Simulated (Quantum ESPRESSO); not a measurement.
# Computed records: AlGaSiPNO$_{2}$ (made-up cell, one site empty)

All values are calculated (Quantum ESPRESSO 7.5). Calculation on a made-up crystal cell, not a measurement: periodic Kohn-Sham density functional theory in plane waves with PseudoDojo standard norm-conserving scalar-relativistic pseudopotentials, each functional with its own files (v0.5 for PBE, v0.4.1 for LDA and PBEsol), no spin polarisation, no spin-orbit coupling, atoms not relaxed, stress positive in tension, energies less a fixed whole-eV offset for each atom's element; levels are Kohn-Sham levels at fractions of this cell's reciprocal vectors, counted from the reference band (half the neutral cell's valence electrons, rounded up) at Gamma; error bars cover cutoff and k-mesh only, not smearing or the files; each bar is the largest change over components, and at least 0.002 eV, 0.002 eV per angstrom or 0.02 GPa; added strain carries the atoms with the cell, and shear is the tensor component; energies are for the whole cell, and the offsets were chosen from early runs and are not element reference energies; machines and their load varied, so run times do not measure scaling.

```json
{"formula": "AlGaSiPNO2", "kind": "made-up cell, one site empty", "structure": {"cell_angstrom": [[3.1451, 0.0126, 0.0215], [0.0218, 5.5427, -0.0167], [0.035, -0.0157, 5.1203]], "atoms_fractional": [["Al", 0.49425, 0.49876, 0.00184], ["Si", 0.48962, 0.17052, 0.50249], ["Ga", -0.00158, 0.66299, 0.50661], ["P", -0.00698, 0.00247, 0.36812], ["N", 0.49986, 0.48668, 0.38505], ["O", 0.50496, 0.15404, 0.87694], ["O", -0.01426, 0.66323, 0.87957]]}, "given": {"lattice_type": "wurtzite", "empty_site": 1, "functional": "pbe", "cutoff [eV]": 1143, "fermi_dirac_smearing [eV]": 0.025, "scf_tolerance [eV]": 1e-07, "electrons_removed": 0, "run_command": "pw.x -nk 1 -in in", "run_processor": "AMD EPYC, Zen 5 class, virtual cores", "k_mesh": "6 x 4 x 4, shifted by half a step", "atom_site": [2, 3, 4, 5, 6, 7, 8], "atom_energy_offset [eV]": [-64, -115, -2080, -189, -283, -452, -452]}, "results": {"free_energy_less_offsets [eV]": 3.408, "scf_iterations": 12, "smearing_term_minus_ts [eV]": 0.0, "pressure [GPa]": 12.97, "stress_xx [GPa]": -27.68, "stress_yy [GPa]": -13.8, "stress_zz [GPa]": 2.558, "stress_yz [GPa]": -1.917, "stress_xz [GPa]": 1.421, "stress_xy [GPa]": 0.8402, "force_site": [2, 3, 4, 5, 6, 7, 8], "force_x [eV/angstrom]": [-0.06517, -0.03688, -0.128, 0.3232, -0.06146, -0.2478, 0.2161], "force_y [eV/angstrom]": [-1.681, 4.861, -3.546, -0.1793, -1.112, 4.11, -2.453], "force_z [eV/angstrom]": [-0.9895, 7.191, 1.671, -6.056, -0.3439, -2.735, 1.263], "reference_band": 21, "level_k_point": ["Gamma", "(1/2,1/2,1/2)", "(0.15,0,0)", "(0,0.15,0)", "(0,0,0.15)"], "next_band_up [eV]": [1.527, 1.672, 2.403, 1.817, 1.75], "error_bar_energy [eV]": 0.004471, "error_bar_stress [GPa]": 0.08383, "error_bar_force [eV/angstrom]": 0.009648, "error_bar_next_band_up [eV]": 0.002, "error_bars_from": "tighter rerun of this cell", "wall_time_of_scf_and_band_steps_on_a_shared_machine [s]": 217.0}}
```
